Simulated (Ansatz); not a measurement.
The elements of this relaxed trial crystal are hidden behind letters.

```
lattice vectors (Å)
   0.0000    2.2743   11.3998
   1.5863    0.0000   11.3998
   1.5863    2.2743    0.0000
fractional positions
X 0.1955 0.1955 0.8045
X 0.8045 0.8045 0.1955
Z 0.0000 0.0000 0.0000
Z 0.5977 0.5977 0.4023
Z 0.4023 0.4023 0.5977
```

Computed with DFT PBE, scalar-relativistic, plane waves, PAW (Ansatz 0.2.0). Cutoff 420 eV, Γ-centred 14×14×14 mesh (5-atom cell), Gaussian smearing of 0.10 eV, no spin polarisation.

* Space group: Fmmm (No. 69)
* Conventional cell: a = 3.173 Å, b = 4.549 Å, c = 22.800 Å
* Volume per atom: 16.45 Å³
* Density: 13.07 g/cm³
* Formation energy: +0.01 eV/atom
* Gap on the 14×14×14 mesh of the 5-atom cell: 0 eV (a metal)

Energies are uncorrected and count from the elements' standard states at the same level.

Problem. X is a d-block element of period 4 and Z is a d-block element of period 6. Which elements are they?

Solution. X = Ti, Z = W, so the formula is Ti2W3. Density times volume gives a mean mass of 13.07 × 16.45/1.6605 = 129.5 u per atom, and this set has 129.5 u. Ti is surrounded by 2 W at 2.74 Å, 4 Ti at 2.77 Å, 2 Ti at 2.95 Å, 2 Ti at 3.17 Å, 2 W at 3.18 Å and 2 Ti at 3.37 Å; around W on a site of symmetry mmm lie 8 W at 2.73–2.77 Å and 6 W at 3.17–3.18 Å; W on a site of symmetry mm2 is surrounded by 6 W at 2.73–2.77 Å, 2 Ti at 2.74 Å, 4 W at 3.17–3.18 Å and 2 Ti at 3.18 Å. Other sets within the hints have nearly the same mass, so mass alone doesn't settle it; this one was computed.

Spin–orbit coupling, which can matter for W, is left out. A later test with randomly moved atoms ended 2 meV/atom lower on a coarse mesh, in C2/m at a loose tolerance, which is no clear verdict on its stability.
